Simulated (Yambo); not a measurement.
Yambo run on RbCl (CsCl type, space group Pm-3m, No. 221). The wavefunctions are norm-conserving PBEsol (Quantum ESPRESSO, 58 Ry, scalar-relativistic) ones on a 4×4×4 mesh (8 occupied bands); a = 3.886 Å, b = 3.886 Å, c = 3.886 Å, α = 90.00°, β = 90.00°, γ = 90.00°.

Yambo input:

```
rim_cut
gw0
dyson
el_el_corr
HF_and_locXC
mpa
em1d
RandQpts= 1000000
RandGvec= 1 Ry
EXXRLvcs= 58 Ry
VXCRLvcs= 232 Ry
Chimod= "HARTREE"
% BndsRnXm
 1 | 134 |
%
NGsBlkXm= 10 Ry
% LongDrXm
 1.0 | 1.0 | 1.0 |
%
EnSampXm= "2l"
EnGridXm= "lP"
% EnRngeXm
 0.0 | 40.0 | eV
%
% ImRngeXm
 2.72114 | 27.21138 | eV
%
% DmRngeXm
 0.02721 | 2.72114 | eV
%
ETStpsXm= 8
IntSolXm= "PT"
% GbndRnge
 1 | 134 |
%
GTermKind= "none"
DysSolver= "n"
ExtendOut
% QPkrange
 1 | 1 | 8 | 9 |
 6 | 6 | 8 | 8 |
%
```

k points by index: 1 = Γ, 6 = M.

The o-*.qp file then holds:

```
#    K-point    Band    Eo [eV]    E [eV]    E-Eo [eV]    Vxc [eV]    Vnlxc [eV]    Sc|Eo [eV]    Sc|E [eV]    dSc/dw|Eo [eV]    Re(Z)    Im(Z)
#
    1    8    -0.089759    -2.076968    -1.987209    -14.12173    -18.62739    2.010625    2.518448    -6.938730    0.796787    -0.004907
    1    9    4.941370    5.814056    0.872687    -8.274343    -3.990597    -3.268738    -3.411060    -4.438620    0.859755    -0.001881
    6    8    0.000000    -1.986402    -1.986402    -14.16986    -18.67478    2.008355    2.518519    -6.973256    0.795981    -0.004956
```
(The two width columns are left out.) Convergence of these settings isn't established.

Geometry relaxed with PBEsol.

This is not the ordinary phase of the substance.
